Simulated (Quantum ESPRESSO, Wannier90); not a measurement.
# Wannierisation of SnS (Cmcm)

```
begin unit_cell_cart
ang
    0.0000000000    0.0000000000    4.0903200000
   -4.0904400000    0.0000000000    0.0000000000
    2.0452200000   -5.8981200000    0.0000000000
end unit_cell_cart
begin atoms_frac
Sn   0.2500000000 -0.1282200000 -0.2564400000
Sn  -0.2500000000  0.1282200000  0.2564400000
S    0.2500000000 -0.3461300000  0.3077400000
S   -0.2500000000  0.3461300000 -0.3077400000
end atoms_frac
```

Cell from Materials Project (mp-559676), symmetrised, no further relaxation. COD (Crystallography Open Database) has the formula in 3 space groups, this one among them (matched by group alone). Method: PBEsol plane waves in Quantum ESPRESSO 7.5 (PseudoDojo norm-conserving files, 58 Ry, spinors with spin-orbit coupling), Bloch states on a 6×6×6 mesh through Γ, Wannier90 4.0.1. Density: 8×8×8 mesh, Gaussian smearing 0.01 Ry. With spin-orbit coupling a semilocal functional can close or falsely invert a small gap; the band order was not checked against a better method. The gap is small at this level and was sampled on the meshes and a path alone.

Bands 21-24 form an isolated set from -13.87 to -12.07 eV relative to the valence-band maximum (on the path) and are turned into 4 Wannier functions by minimising the spread from the start: atomic waves S 3s.

Question: Where do the functions sit, how wide are they and what are they made of?

Answer: 
| functions | spread (Å²) | nearest atom, distance (Å) | second atom, distance (Å) | weight on atomic waves |
|---|---|---|---|---|
| 4 | 1.44 | S 0.12 | Sn 2.45 | S 3s 77 %, Sn 5p 15 %, Sn 5s 6 % |

Ω_I = 5.75 Å², Ω_total = 5.76 Å²; the interpolated bands follow pw.x to 0.1 meV rms on the path. Only this start was tried; a symmetric start can stop on a saddle, and mixtures of these functions could lower the total by at most Ω_total − Ω_I.
